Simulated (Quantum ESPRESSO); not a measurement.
InGa3O4FN, convergence and cost over cutoff and k mesh

A calculation, not a measurement. The program is pw.x of Quantum ESPRESSO 7.5 (plane-wave density functional theory). The cell is made up: 10 atoms on a corundum lattice, with randomly drawn elements, strain and displacements, not relaxed. PseudoDojo standard norm-conserving files (v0.5 for PBE, v0.4.1 for LDA and PBEsol) set the functional; there is no spin polarisation, spin-orbit coupling or dispersion term, and the masses in the input are unused placeholders.

Input of the run in row 2:

```
&control calculation='scf', pseudo_dir='./dojo.nc.sr.pbe.v0_5.standard.upf', outdir='./o', disk_io='low', tprnfor=.true., tstress=.true. /
&system ibrav=0, nat=10, ntyp=5, nbnd=50, ecutwfc=84.00895049, nosym=.true., tot_charge=0,
 occupations='smearing', smearing='fd', degauss=0.0018374661
/
&electrons conv_thr=7.350e-09, electron_maxstep=60, /
ATOMIC_SPECIES
F 1.0 F.upf
Ga 1.0 Ga.upf
In 1.0 In.upf
N 1.0 N.upf
O 1.0 O.upf
CELL_PARAMETERS angstrom
2.6329 1.4002 4.5842
-2.5773 1.4112 4.5495
0.0373 -3.0215 4.6348
ATOMIC_POSITIONS angstrom
In 0.0218 -0.0028 4.8725
Ga 0.0707 0.0276 1.9528
Ga -0.0284 -0.1315 8.9373
Ga 0.0122 -0.2512 11.7531
O -0.9307 1.4288 8.0527
O -0.7053 -1.6723 8.0062
O 1.9421 0.0629 7.97
F 1.0684 -1.5362 5.8195
N 0.7675 1.5794 5.7239
O -1.7776 -0.092 5.6823
K_POINTS automatic
5 5 5 1 1 1
```

The same cell was run at these settings. Meshes are shifted by half a step, and differences are from the last row, which is itself not exact.

| cutoff (eV) | k mesh | k points solved | threshold (eV) | free energy less the last row's (eV) | pressure (GPa) | largest stress difference (GPa) | largest force difference (eV/Å) | iterations | wall time (s) | k-point pools | processor |
| --- | --- | --- | --- | --- | --- | --- | --- | --- | --- | --- | --- |
| 800 | 2 x 2 x 2 | 4 | 1e-04 | 3.506 | -32.61 | 49.12 | 0.053 | 9 | 15 | 4 | Intel Xeon, 2023 or later |
| 1143 | 5 x 5 x 5 | 63 | 1e-07 | 0.003 | 16.03 | 0.02 | 0.001 | 13 | 212 | 4 | Intel Xeon, 2023 or later |
| 1437 | 7 x 7 x 7 | 172 | 1e-07 | 0.000 | 16.04 | 0.00 | 0.000 | 13 | 742 | 4 | Intel Xeon, 2023 or later |

Each pool is one process. Wall times include start-up and a band step at six k points, which weighs most on the coarsest meshes. The runs were on shared virtual cores whose load varied, so times are rough.